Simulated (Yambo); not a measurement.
Yambo run on BeS (zinc blende, space group F-43m, No. 216). The wavefunctions come from this Quantum ESPRESSO step (PBEsol, PseudoDojo standard norm-conserving files, scalar-relativistic):

```
&CONTROL
  calculation = 'nscf'
  pseudo_dir = './pseudo'
  outdir = './out'
/
&SYSTEM
  ibrav = 0
  nat = 2
  ntyp = 2
  ecutwfc = 88.0
  ecutrho = 352.0
  occupations = 'fixed'
  force_symmorphic = .true.
  nbnd = 65
/
&ELECTRONS
  conv_thr = 2e-09
  diago_full_acc = .true.
  diago_thr_init = 1e-08
/
ATOMIC_SPECIES
Be 9.0122 Be.upf
S 32.0600 S.upf
CELL_PARAMETERS angstrom
  0.000000000000   2.419902098000   2.419902098000
  2.419902098000   0.000000000000   2.419902098000
  2.419902098000   2.419902098000   0.000000000000
ATOMIC_POSITIONS crystal
Be   0.000000000000   0.000000000000   0.000000000000
S   0.250000000000   0.250000000000   0.250000000000
K_POINTS automatic
6 6 6 0 0 0
```

Yambo input:

```
rim_cut
gw0
dyson
el_el_corr
HF_and_locXC
ppa
em1d
RandQpts= 1000000
RandGvec= 1 Ry
EXXRLvcs= 88 Ry
VXCRLvcs= 352 Ry
Chimod= "HARTREE"
% BndsRnXp
 2 | 62 |
%
NGsBlkXp= 10 Ry
% LongDrXp
 1.0 | 1.0 | 1.0 |
%
PPAPntXp= 27.2114 eV
% GbndRnge
 1 | 62 |
%
GTermKind= "BG"
DysSolver= "n"
ExtendOut
% QPkrange
 1 | 1 | 5 | 6 |
 13 | 13 | 5 | 6 |
%
```

k points by index: 1 = Γ, 13 = X.

Resulting energies as the program prints them:

```
#    K-point    Band    Eo [eV]    E [eV]    E-Eo [eV]    Vxc [eV]    Vnlxc [eV]    Sc|Eo [eV]    Sc|E [eV]    dSc/dw|Eo [eV]    Re(Z)    Im(Z)
#
    1    5    0.000000    -1.192921    -1.192921    -13.60445    -16.54989    1.448774    1.752523    -6.928267    0.797059    -0.001222
    1    6    5.592244    6.365174    0.772929    -11.11524    -5.912476    -4.253742    -4.429832    -6.196562    0.814505    -0.003271
    13    5    -2.689816    -3.959946    -1.270129    -12.53257    -16.38694    2.249592    2.584247    -7.169864    0.791460    0.534453E-3
    13    6    2.916091    3.368286    0.452195    -9.542110    -5.245727    -3.749659    -3.844187    -5.687164    0.827129    -0.001126
```
(The two width columns are left out.) Convergence of these settings isn't established.

Geometry relaxed with PBEsol.
